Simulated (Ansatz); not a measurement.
CeO₂ (fluorite)

```
CeO2
1.0
    0.00000     2.71868     2.71868
    2.71868     0.00000     2.71868
    2.71868     2.71868     0.00000
Ce O
1 2
Direct
  0.00000   0.00000   0.00000
  0.25000   0.25000   0.25000
  0.75000   0.75000   0.75000
```

Scan: atom 1 (Ce, nearest neighbour O at 2.354 Å; its periodic images, 3.8 Å or more away, move with it) is displaced along Cartesian x, direction (1.000, 0.000, 0.000) in Cartesian axes, by s. The other atoms stay.

These are r2SCAN (plane waves to 500 eV, PAW, scalar-relativistic; Ansatz, a first-principles code) values and carry that method's errors. k mesh 9×9×9 (Γ-centred), Fermi-Dirac smearing 0.05 eV. The energy includes the smearing's −TS. Stress and pressure are positive under compression. CeO2 is run without spin polarisation. CeO2 was relaxed with its symmetry unable to fall. The f-shell state is unchecked: a lower one may exist. ΔE is measured from the undisplaced structure.

Problem. Estimate the ΔE (meV/cell) and P (GPa) for s (Å) = -0.144, -0.096, -0.048, 0.144, 0.240.

Solution. 
```json
[
 {"s (Å)": "-0.144", "ΔE (meV/cell)": "71.7", "P (GPa)": "1.51"},
 {"s (Å)": "-0.096", "ΔE (meV/cell)": "31.7", "P (GPa)": "0.67"},
 {"s (Å)": "-0.048", "ΔE (meV/cell)": "7.9", "P (GPa)": "0.17"},
 {"s (Å)": "0.144", "ΔE (meV/cell)": "71.7", "P (GPa)": "1.51"},
 {"s (Å)": "0.240", "ΔE (meV/cell)": "202.2", "P (GPa)": "4.17"}
]
```

(For displaced atoms, the force is minus the slope of the energy, and its curvature is a force constant, which sets phonon frequencies.)
